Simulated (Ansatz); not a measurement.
TiSi₂ in space group Fddd (No. 70; Si on 16f, Ti on 8a) under volume change, LDA (plane waves, PAW; program Ansatz), shape and atoms relaxed at each volume.

```json
[
 {"V (Å³/atom)": "12.283", "E − E(relaxed) (meV/atom)": "63.3", "P (GPa)": "18.15"},
 {"V (Å³/atom)": "12.688", "E − E(relaxed) (meV/atom)": "26.6", "P (GPa)": "11.11"},
 {"V (Å³/atom)": "13.093", "E − E(relaxed) (meV/atom)": "6.3", "P (GPa)": "5.11"},
 {"V (Å³/atom)": "13.498", "E − E(relaxed) (meV/atom)": "0.0", "P (GPa)": "0.00"},
 {"V (Å³/atom)": "13.903", "E − E(relaxed) (meV/atom)": "5.7", "P (GPa)": "-4.36"},
 {"V (Å³/atom)": "14.307", "E − E(relaxed) (meV/atom)": "21.5", "P (GPa)": "-8.07"},
 {"V (Å³/atom)": "14.712", "E − E(relaxed) (meV/atom)": "45.9", "P (GPa)": "-11.20"}
]
```

**Question.** What does a third-order Birch–Murnaghan fit give for V₀, B₀ and B′?

**Answer.** V₀ = 13.50 Å³/atom, B₀ = 157 GPa, B′ = 4.3.

Symmetry was held in the LDA relaxation; of distortions, only those at the zone centre were tested. No spin polarisation was allowed.

Potentials: the later of the program's two PAW sets.
